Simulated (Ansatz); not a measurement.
Cu$_{3}$Pd (Cu3Au type)

```
Cu3Pd
1.0
    3.65466     0.00000     0.00000
    0.00000     3.65466     0.00000
    0.00000     0.00000     3.65466
Cu Pd
3 1
Direct
  0.00000   0.50000   0.50000
  0.50000   0.00000   0.50000
  0.50000   0.50000   0.00000
  0.00000   0.00000   0.00000
```

The volume is varied about the relaxed value V₀ at fixed cell shape. Symmetry pins the atoms to their sites.

Level of theory: PBEsol (plane waves to 420 eV, PAW, scalar-relativistic; Ansatz, an electronic-structure program). k mesh 13×13×13 (Γ-centred), Fermi-Dirac smearing 0.05 eV. The energy includes the smearing's −TS. Compression counts positive. Cu3Pd is run without spin polarisation. Cu3Pd was relaxed with its symmetry unable to fall. ΔE is measured from the relaxed starting cell. The last digit holds for this mesh only.

```csv
V (Å³/atom),ΔE (meV/atom)
11.471,27.5
11.654,withheld
11.837,6.4
12.020,1.6
12.203,0.0
12.386,1.5
12.570,5.7
12.753,12.5
12.936,21.5
```

Question: Fit a third-order Birch-Murnaghan form (E₀, V₀, B₀, B₀′ free) to the given rows and predict ΔE at V = 11.654.

Answer: Least squares on the 8 given rows: ΔE = E₀ + (9V₀B₀/16)·y²·[2 + (B₀′ − 4)y], y = (V₀/V)^(2/3) − 1, with V₀ = 12.202 Å³/atom, B₀ = 176.5 GPa (160.2 GPa = 1 eV/Å³; the term in eV is multiplied by 1000), B₀′ = 5.28, E₀ = 0.01 meV/atom; root-mean-square residual 0.03 meV/atom. At 11.654 the fit gives 14.9 meV/atom; the calculation gives 15.0 meV/atom, so the interpolation is off by -0.1 (-0.7 %). For the pressure the fit gives 9.2 GPa against the computed 9.2 GPa.

(A scan under strain: stresses follow from slopes of the energy per volume, elastic moduli from its curvatures.)
